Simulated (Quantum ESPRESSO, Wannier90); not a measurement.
SnPbS$_{2}$ (R-3m), plane waves to Wannier functions

```
begin unit_cell_cart
ang
   -2.0964350141    3.6311319592    0.0000000000
   -4.1928700282    0.0000000000    0.0000000000
   -2.0964350141    1.2103773197    6.8533200000
end unit_cell_cart
begin atoms_frac
Sn   0.5000000000  0.5000000000  0.5000000000
Pb   0.0000000000  0.0000000000  0.0000000000
S   -0.2472090000 -0.2472090000 -0.2583730000
S    0.2472090000  0.2472090000  0.2583730000
end atoms_frac
```

Structure: Materials Project mp-1218952, symmetrised, not relaxed again. Not found in the COD (Crystallography Open Database) copy used; not checked further. Level: PBEsol, spinors with spin-orbit coupling; pw.x of Quantum ESPRESSO at 58 Ry with PseudoDojo potentials, 6×6×6 k-points, Wannier90. Density: 8×8×8 mesh, Gaussian smearing 0.01 Ry. With spin-orbit coupling a semilocal functional can close or falsely invert a small gap; the band order was not checked against a better method. The gap is small at this level and was sampled on the meshes and a path alone.

Bands 25-26 form an isolated set from -8.44 to -7.54 eV relative to the valence-band maximum (on the path) and are turned into 2 Wannier functions by minimising the spread from the start: atomic waves Pb 6s.

**Question.** Where do the functions sit, how wide are they and what are they made of?

**Answer.** 
```tsv
functions	spread (Å²)	nearest atom, distance (Å)	second atom, distance (Å)	weight on atomic waves
2	5.84	Pb 0.00	S 3.00	Pb 6s 66 %, S 3p 21 %, S 3s 6 %
```

Ω_I = 11.68 Å², Ω_total = 11.68 Å²; the interpolated bands follow pw.x to 7.7 meV rms on the path. Only this start was tried; a symmetric start can stop on a saddle, and mixtures of these functions could lower the total by at most Ω_total − Ω_I.
